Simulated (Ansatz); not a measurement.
The start is a relaxed Hf3N4 cell shaken by Gaussian noise of σ = 0.08 Å a coordinate. Cell shape, volume and atoms are optimised at zero target pressure with PBEsol (plane waves to 420 eV, PAW, scalar-relativistic; Ansatz, a program for electronic structure). First-step values are on the input's coarse k-mesh.

Ansatz input (later rounds restart from its end on a renewed k-mesh):
Ansatz 0.2 input:
```yaml
crystal:
  lattice:
    - [5.3373423493, 0, 0]
    - [-2.6686711746, 4.6222740632, 0]
    - [0, 0, 3.8653964362]
  atoms:
    - { symbol: Hf, position: [0.3540705693, 0.666661512, 0.668291205] }
    - { symbol: Hf, position: [0.6840238648, 0.3280651732, 0.3126910747] }
    - { symbol: Hf, position: [-0.0351067389, -0.0068431845, -0.0041155888] }
    - { symbol: N, position: [0.4892596419, 0.0047428927, 0.0097766836] }
    - { symbol: N, position: [0.0222118211, 0.4930587295, -0.0065691493] }
    - { symbol: N, position: [0.5112571342, 0.4974754355, -0.0032342558] }
    - { symbol: N, position: [-0.002615366, -0.0039302741, 0.5040961558] }
basis: { ecutwfc: 420, ecutrho_ratio: 4, xc_grid: 2, fft_grid_basis: typed }
kpoints: { mp_grid: { grid: [5, 5, 6] } }
hamiltonian:
  xc: pbesol
  dispersion: none
  pseudopotentials: { kind: paw }
scf: { occupations: { method: fermi_dirac, width: 0.05 } }
relax: { f_tol: 0.01, max_steps: 100, cell: { stress_tol: 0.02 } }
output: { forces: true, stress: true }
```

```yaml
largest_initial_force: about 2.3 eV/Å, on N4 (atoms numbered as listed)
relative_to_the_parent: "It does not go back: it reaches Amm2 (No. 38), 0.73 eV/atom below the parent"
band_gap_at_the_end: zero (metallic)
optimiser_moves: 22
```

Final structure:

```cif
data_Hf6N8
_chemical_formula_sum 'Hf6 N8'
_space_group_name_H-M_alt 'Amm2'
_space_group_IT_number 38
_space_group_name_Hall 'A 2 -2'
_cell_length_a 3.06167
_cell_length_b 9.37899
_cell_length_c 5.68687
_cell_angle_alpha 90.000
_cell_angle_beta 90.000
_cell_angle_gamma 90.000
loop_
_space_group_symop_operation_xyz
  'x, y, z'
  '-x, -y, z'
  '-x, y, z'
  'x, -y, z'
  'x, y+1/2, z+1/2'
  '-x, -y+1/2, z+1/2'
  '-x, y+1/2, z+1/2'
  'x, -y+1/2, z+1/2'
loop_
_atom_site_label
_atom_site_type_symbol
_atom_site_symmetry_multiplicity
_atom_site_Wyckoff_symbol
_atom_site_fract_x
_atom_site_fract_y
_atom_site_fract_z
_atom_site_occupancy
Hf1 Hf 4 d 0.00000 0.33449 0.03340 1
Hf2 Hf 2 b 0.50000 0.50000 0.58725 1
N1 N 2 b 0.50000 0.50000 0.98246 1
N2 N 4 e 0.50000 0.21954 0.23744 1
N3 N 2 a 0.00000 0.00000 0.86550 1
```
(The calculation used a cell of 7 atoms; values per cell refer to that cell.)

Final values are on a 11×7×7 k-mesh of the relaxed cell. No spin polarisation in the result.

The relaxed structure here is a generated cell of Hf3N4: the first start was made by a random draw of sites in a space group, and the end was not matched to a known phase here, so it may be hypothetical.
